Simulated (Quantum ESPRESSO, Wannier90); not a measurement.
**GaSe (R3m): Wannier90 run**

```
CELL_PARAMETERS angstrom
     -1.88709     3.26854     0.00000
     -3.77418     0.00000     0.00000
     -1.88709     1.08951     8.70470
ATOMIC_POSITIONS crystal
  Ga 0.95319 0.95319 0.14043
  Ga 0.04646 0.04646 0.86061
  Se 0.24233 0.24233 0.27300
  Se 0.42403 0.42403 0.72792
```

Cell from Materials Project (mp-11342), symmetrised, no further relaxation. Not found in the COD (Crystallography Open Database) copy used, which has the formula in other groups; not checked further. Method: PBEsol plane waves in Quantum ESPRESSO 7.5 (PseudoDojo norm-conserving files, 69 Ry, spinors with spin-orbit coupling), Bloch states on a 4×4×4 mesh through Γ, Wannier90 4.0.1. Density: 10×10×10 mesh, cold smearing 0.01 Ry. The cell is built of weakly bound layers, chains or molecules, whose nearest atoms lie 4.52 Å apart. Database cells relaxed without dispersion often hold them too far apart, which can enlarge gaps and weakens couplings between them; spacing and stacking were not compared with the measured crystal.

Base run: 32 functions from bands 41-92 of the 92 computed, start hydrogen-like Ga: s;p; Se: s;p, centres 0.05 Å off the atoms, frozen window up to 2.73 eV relative to the valence-band maximum, outer window open. One thing is changed at a time; window edges are relative to the valence-band maximum. The misfit compares interpolated bands with pw.x on a high-symmetry path, for states up to 2.2 eV relative to the valence-band maximum. Converged means that the tolerances were met: symmetric starts can stop on a saddle, which shows as a larger Ω_OD at equal Ω_I and can move the misfit too.

| setting | functions | frozen to (eV) | Ω_I (Å²) | Ω_D (Å²) | Ω_OD (Å²) | rms misfit (meV) | worst (meV) | ended |
|---|---|---|---|---|---|---|---|---|
| base | 32 | 2.73 | 46.29 | 0.18 | 6.89 | 63 | 265 | converged |
| frozen window to 1.73 eV | 32 | 1.73 | 43.86 | 0.12 | 6.70 | 98 | 667 | converged |
| frozen window to 4.73 eV | 32 | 4.73 | 52.84 | 0.33 | 9.16 | 72 | 313 | converged |
| outer window to 12.84 eV | 32 | 2.73 | 49.80 | 0.27 | 7.76 | 66 | 296 | converged |
